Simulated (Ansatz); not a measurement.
Nb, DFT, PBEsol, all-electron PAW with datasets made for the crystal, scalar-relativistic (Ansatz 0.2.0), run on 1 thread of Arm Neoverse V1 on a shared host.

The cell comes from COD entry 1534903, which wasn't checked; take it as a given geometry. The listed cell was then made from it by scaling, straining or moving an atom.

Command: `ansatz run input.yaml --threads 1 --pin off --max-ram 3072MiB --backend cpu --events-out ev --progress --plain --runs-dir out`

```yaml
crystal:
  lattice:
    - [0.0, 2.0727, 2.115]
    - [2.0727, 0.0, 2.115]
    - [2.0727, 2.0727, 0.0]
  atoms:
    - { symbol: Nb, position: [0.0, 0.0, 0.0] }
kpoints:
  mp_grid: { grid: [13, 13, 13] }
scf:
  occupations: { method: fermi_dirac, width: 0.08 }
hamiltonian:
  xc: pbesol
  pseudopotentials: { kind: all_electron, datasets: crystal }
output:
  forces: true
  stress: true
  eigenvalues: true
  efg: { contact_densities: true }
```

Question: How large is the problem that the program sets up?

Answer: 196 irreducible k-points, 169 plane waves at Γ, 11 bands.

Question: About how long does it take, and how much memory does it use?

Answer: 7.5 s of wall time for 7 SCF iterations, with a peak of 0.34 GiB. Times on shared machines scatter by tens of per cent.

Question: And the same cell and mesh by PAW with the default files, asked for forces, stress, eigenvalues, efg, on the same hardware?

Answer: 3.4 s, peak memory 0.34 GiB.
